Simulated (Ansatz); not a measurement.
SiBi₂O₅:
```yaml
crystal:
  lattice:
    - [7.66095, -2.77703, 0.00000]
    - [7.66095, 2.77703, 0.00000]
    - [0.00000, 0.00000, 5.35822]
  atoms:
    - { symbol: Si, position: [0.68059, 0.31941, 0.75000] }
    - { symbol: Si, position: [0.31941, 0.68059, 0.25000] }
    - { symbol: Bi, position: [0.61910, 0.04982, 0.25000] }
    - { symbol: Bi, position: [0.38090, 0.95018, 0.75000] }
    - { symbol: Bi, position: [0.95018, 0.38090, 0.25000] }
    - { symbol: Bi, position: [0.04982, 0.61910, 0.75000] }
    - { symbol: O, position: [0.25079, 0.25079, 0.00000] }
    - { symbol: O, position: [0.74921, 0.74921, 0.50000] }
    - { symbol: O, position: [0.74921, 0.74921, 0.00000] }
    - { symbol: O, position: [0.25079, 0.25079, 0.50000] }
    - { symbol: O, position: [0.73455, 0.08208, 0.75000] }
    - { symbol: O, position: [0.26545, 0.91792, 0.25000] }
    - { symbol: O, position: [0.91792, 0.26545, 0.75000] }
    - { symbol: O, position: [0.08208, 0.73455, 0.25000] }
    - { symbol: O, position: [0.50000, 0.50000, 0.00000] }
    - { symbol: O, position: [0.50000, 0.50000, 0.50000] }
```

Relaxed with PBE. Special points in fractions of this cell's reciprocal vectors: Γ (0.000, 0.000, 0.000); Y (0.500, 0.500, 0.000); F0 (0.283, 0.717, 0.000); Δ0 (-0.283, 0.283, 0.000); Z (0.000, 0.000, 0.500); B0 (-0.283, 0.283, 0.500); G0 (0.283, 0.717, 0.500); T (0.500, 0.500, 0.500); S (0.000, 0.500, 0.000); R (0.000, 0.500, 0.500).

Problem. List the band energies nearest the valence-band maximum at these points for PBE in the plane-wave PAW code Ansatz.

Solution. In eV from the valence-band maximum; about four levels below and three above (degenerate sets whole), none deeper than 8.9 eV; points with the same levels are listed once.

| k | below | above |
|---|---|---|
| Γ | -0.75 -0.51 -0.38 -0.01 | 2.76 3.78 3.91 |
| Y | -0.64 -0.54 -0.53 -0.37 | 2.78 3.71 4.10 |
| F0 | -0.60 -0.56 -0.48 -0.23 | 3.82 4.25 4.47 |
| Z | -0.70 -0.70 -0.23 -0.23 | 3.63 3.63 4.80 4.80 |
| B0 | -0.52 -0.52 -0.20 -0.20 | 4.26 4.26 4.73 4.73 |
| T | -0.60 -0.60 -0.57 -0.57 | 3.83 3.83 4.91 4.91 |
| S | -0.64 -0.60 -0.45 -0.24 | 3.79 4.27 4.75 |
| R | -0.55 -0.55 -0.20 -0.20 | 4.19 4.19 4.83 4.83 |

Space group Cmcm. The start of the workflow was typed in or built on a structure type; neither database checked (COD, Materials Project) lists it. Its standing as an ambient phase is unchecked. Symmetry was held in the PBE relaxation; its stability against distortions is not shown here. Scalar-relativistic: spin–orbit coupling is off unless named, which matters more the heavier the elements.

Potentials: the earlier of the program's two PAW sets.
